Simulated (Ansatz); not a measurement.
CdAg$_{3}$ in space group I4/mmm (No. 139; Cd on 2a, Ag on 4d, Ag on 2b), plane-wave PAW r²SCAN (Ansatz code), all energies at zero smearing, with the estimated change up to a 700 eV cutoff added, with one set of potentials and settings (totals compare only within such a set). Cell of 4 atoms (1 Cd, 3 Ag): -31080.231 eV.

```tsv
element	reference phase	E (eV/atom)
Cd	P6_3/mmc, 2 atoms in the cell	-8268.1834
Ag	R-3m, 3 atoms in the cell	-7603.9440
```

Formation energy per atom, worked out: (-31080.231 − 1×(-8268.1834) − 3×(-7603.9440))/4 = -0.054 eV/atom (-5 kJ per mol of atoms), at 0 K, without zero-point energy or fitted corrections.

The first step of the workflow began from a Materials Project structure, measured or hypothetical; the Crystallography Open Database copy checked does not list it. With Cd and Ag taken as one species the cell has the higher symmetry Fm-3m, so it may be an ordered model of a mixed-site phase. Whether it is the stable phase at ambient conditions was not checked. The cell was relaxed with r²SCAN under the symmetry of its start; whether a distortion lowers the energy is not shown. No spin polarisation was allowed. The references are the lowest solids computed at this level, not always the standard phases.

Potentials: the later of the program's two PAW sets.
